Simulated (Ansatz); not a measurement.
Name crystals whose computed values (PBEsol in the plane-wave PAW code Ansatz) fall in these windows: Θ_D (K) 320 to 390; G_Hill (GPa) 36 to 47; highest Γ mode, no LO–TO term (cm⁻¹) 550 to 670.



| crystal | Θ_D (K) | G_Hill (GPa) | highest Γ mode, no LO–TO term (cm⁻¹) |
|---|---|---|---|
| Ti3InN, anti-perovskite | 349 | 40.1 | 603 |
Others may fit too.

Standing as an ambient phase not checked: Ti3InN, anti-perovskite. The cell was relaxed under the symmetry of its start. Rows with no word on spin ran without spin polarisation. Spin–orbit coupling is left out wherever it is not named.

Potentials: the later of the program's two PAW sets.
